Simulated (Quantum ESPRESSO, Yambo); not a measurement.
G0W0 results for ZnCl2

```
ZnCl2
1.0
    3.67858     0.00000     0.00000
    0.00000     3.67858     0.00000
    0.00000     0.00000    10.74748
Cl Zn
4 2
Direct
  0.50000   0.00000   0.12677
  0.50000   0.00000   0.62677
  0.00000   0.50000   0.37323
  0.00000   0.50000   0.87323
  0.00000   0.00000   0.00000
  0.50000   0.50000   0.50000
```

Cell and atoms were relaxed with PBE+D3(BJ) from Materials Project entry mp-567279, within its symmetry.

Starting point: PBEsol (Quantum ESPRESSO, PseudoDojo norm-conserving, 84 Ry, scalar-relativistic). G0W0 in Yambo: 4×4×1 Γ-centred k mesh, bands 9 to 221 and a 7 Ry block in the screening, 221 bands in G with the Bruneval-Gonze terminator, plasmon pole fitted at 27.2 eV.

| Item | Value |
|---|---|
| PBEsol gap along the band path | 3.67 eV |
| PBEsol gap between the mesh's edge points (Γ → Γ) | 3.67 eV |
| G0W0 gap between the same points | 6.21 eV |

| k point | band | E PBEsol (eV) | E QP (eV) | shift (eV) | Z |
|---|---|---|---|---|---|
| Γ | VB | 0.00 | -1.63 | -1.63 | 0.80 |
| Γ | CB | 3.67 | 4.58 | 0.90 | 0.84 |
| X | VB | -0.18 | -1.87 | -1.69 | 0.80 |
| X | CB | 5.13 | 6.32 | 1.19 | 0.83 |
| M | VB | -1.12 | -2.89 | -1.77 | 0.80 |
| M | CB | 6.09 | 6.89 | 0.80 | 0.85 |

Energies count from the PBEsol valence-band maximum.

Nearest settings tried, and what they do to the gap: 146 bands in W, 146 bands in G: +46 meV; 6 Ry block (245 vectors against 309): -31 meV. Not varied: mesh. So the settings aren't converged at that level. The k mesh is coarse.
